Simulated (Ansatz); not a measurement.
## Computed properties of BeS

BeS:
```
CELL_PARAMETERS angstrom
      2.82238     1.64381     0.00000
     -2.82238     1.64381     0.00000
     -1.90760     0.00000     5.32721
ATOMIC_POSITIONS crystal
  Be 0.50000 0.00000 0.50000
  Be 0.00000 0.50000 0.00000
  S  0.29232 0.29232 0.75000
  S  0.70768 0.70768 0.25000
```

Space group C2/c (No. 15); conventional cell a = 5.6448 Å, b = 3.2876 Å, c = 5.6585 Å, α = γ = 90.00°, β = 109.70°.

Method: HSE06 (plane waves, PAW; program Ansatz). Geometry: relaxed at this level of theory. Other levels are named where they apply.

**Cell and energy**

```json
{
  "volume_per_atom": "12.36 Å³",
  "density": "2.76 g/cm³"
}
```

**Electronic structure**

```json
{
  "band_gap": "1.92 eV (indirect)",
  "valence_band_maximum": "on the Γ–C line, 43 % of the way from Γ (k = 0.148, 0.148, 0.000 in fractions of the reciprocal vectors)",
  "conduction_band_minimum": "at Y2 (k = -0.500, 0.500, 0.000 in fractions of the reciprocal vectors)",
  "smallest_direct_gap_on_the_standard_path": "2.50 eV"
}
```

**Mechanics**

```json
{
 "Bulk modulus (Birch–Murnaghan fit)": "85.9 GPa",
 "Pressure derivative B′": "7.5"
}
```

**Charges**

```json
{
  "bader_charges": "Be +1.67, S -1.67 e"
}
```

A made-up cell: these elements were put on the sites of a structure type; neither database checked (COD, Materials Project) lists it. COD files the formula under space group No. 216. Its standing as an ambient phase is unchecked. The cell was relaxed with HSE06 under the symmetry of its start; whether a distortion lowers the energy is not shown. The hybrid was solved on a coarse mesh, the path and, where they were found, the r²SCAN edge points; its band edges are the extreme levels among these.

Potentials: the later of the program's two PAW sets.
